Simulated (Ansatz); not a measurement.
CuI in space group P6_422 (No. 181; Cu on 3d, I on 3c) at seven volumes, r²SCAN+D4 (plane waves, PAW; program Ansatz), shape and atoms relaxed at each. One row is withheld.

| V (Å³/atom) | P (GPa) |
|---|---|
| 22.429 | ? |
| 23.168 | 3.56 |
| 23.908 | 1.62 |
| 24.647 | 0.01 |
| 25.387 | -1.34 |
| 26.126 | -2.46 |
| 26.865 | -3.39 |

Task: Fit the shown pressures and predict the withheld one.

Result: P = (3/2)B₀(x^(7/2) − x^(5/2))[1 + (3/4)(B′ − 4)(x − 1)] with x = (V₀/V)^(2/3). Least squares on the six rows gives V₀ = 24.651 Å³/atom, B₀ = 49.0 GPa, B′ = 5.07. At V = 22.429, x = 1.0650 and P = 5.88 GPa. The run itself gave 5.89 GPa.

The start of the workflow was typed in or built on a structure type; neither database checked (COD, Materials Project) lists it. It is not the phase usual at ambient conditions (space group No. 216). The r²SCAN+D4 relaxation kept the symmetry of its start; whether a distortion lowers the energy is not shown. The workflow began spin-polarised and lost its moments. The volume moved by -31 % from the start of the relaxation. Spin–orbit coupling is left out wherever it is not named.

Potentials: the later of the program's two PAW sets.
